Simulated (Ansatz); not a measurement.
The relaxed structure here is a generated cell of Ir: the first start was made by placing the elements on the sites of a structure type, and the end was not matched to a known phase here, so it may be hypothetical. Known forms of Ir include space group No. 225.

A relaxed cell of Ir (Cmcm (No. 63)), relaxed on a k-mesh at least as fine as the one used below. Level of theory: PBEsol (plane waves to 420 eV, PAW, scalar-relativistic; Ansatz, an electronic-structure program). Γ-centred k-mesh 7×13×5 on the run's cell (coarser than for final values), Fermi–Dirac smearing 0.05 eV.

```
CELL_PARAMETERS angstrom
      2.66112    -6.84174     0.00000
      1.33056     3.42087     0.00000
      0.00000     0.00000     6.78759
ATOMIC_POSITIONS crystal
  Ir 0.00000 0.00000 0.50000
  Ir 0.50000 0.00000 0.50000
  Ir 0.00000 0.00000 0.00000
  Ir 0.50000 0.00000 0.00000
  Ir 0.35439 0.29123 0.25000
  Ir 0.85439 0.29123 0.25000
  Ir 0.14561 0.70877 0.75000
  Ir 0.64561 0.70877 0.75000
```

The atoms are displaced along an unstable phonon of this cell by (Å):

```
atom      ux      uy      uz
----  ------  ------  ------
Ir1   -0.144  -0.008  -0.041
Ir2    0.144   0.008   0.041
Ir3    0.144   0.008  -0.041
Ir4   -0.144  -0.008   0.041
Ir5    0.000   0.000   0.069
Ir6    0.000   0.000  -0.069
Ir7    0.000   0.000  -0.069
Ir8    0.000   0.000   0.069
```

Problem. What forces (eV/Å) and pressure result?

Solution. 
```json
[
 {"atom": "Ir1", "Fx": "1.78", "Fy": "0.19", "Fz": "0.16"},
 {"atom": "Ir2", "Fx": "-1.78", "Fy": "-0.19", "Fz": "-0.16"},
 {"atom": "Ir3", "Fx": "-1.78", "Fy": "-0.19", "Fz": "0.16"},
 {"atom": "Ir4", "Fx": "1.78", "Fy": "0.19", "Fz": "-0.16"},
 {"atom": "Ir5", "Fx": "-0.15", "Fy": "-0.02", "Fz": "0.12"},
 {"atom": "Ir6", "Fx": "-0.15", "Fy": "-0.02", "Fz": "-0.12"},
 {"atom": "Ir7", "Fx": "0.15", "Fy": "0.02", "Fz": "-0.12"},
 {"atom": "Ir8", "Fx": "0.15", "Fy": "0.02", "Fz": "0.12"}
]
```

Pressure +3.7 GPa.

No spin polarisation in the result.

The run that gave the undisplaced cell could not lose the symmetry of its start, so the end can be a saddle point.
